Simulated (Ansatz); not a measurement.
Input and command of a plane-wave DFT calculation in Ansatz:

```yaml
crystal:
  lattice:
    - [4.5584, 0.0, 0.0]
    - [0.0, 4.5584, 0.0]
    - [0.0, 0.0, 4.5584]
  atoms:
    - { symbol: Tl, position: [0.0, 0.0, 0.0] }
    - { symbol: Sn, position: [0.5, 0.5, 0.5] }
    - { symbol: F, position: [0.5, 0.5, 0.0] }
    - { symbol: F, position: [0.5, 0.0, 0.5] }
    - { symbol: F, position: [0.0, 0.5, 0.5] }
basis:
  ecutwfc: 420
kpoints:
  mp_grid: { grid: [8, 8, 8] }
hamiltonian:
  xc: pbesol
scf:
  occupations: { method: gaussian, width: 0.02 }
output:
  forces: true
  stress: true
  eigenvalues: true
```

```bash
ansatz run input.yaml --threads 1 --pin off --max-ram 1280MiB --backend cpu --events-out ev --progress --plain --runs-dir out
```

Processor: Arm Neoverse N1, 1 thread, on a host shared with other jobs.

Task: Estimate time, memory and problem size.

Result: About 9.3 s on 1 thread of Arm Neoverse N1, on a shared host, peak memory 0.39 GiB. It solves 29 bands at 35 k points (the mesh reduced by the symmetry that the task leaves, which can be less than the crystal's) with about 1863 plane waves, in 6 SCF iterations.
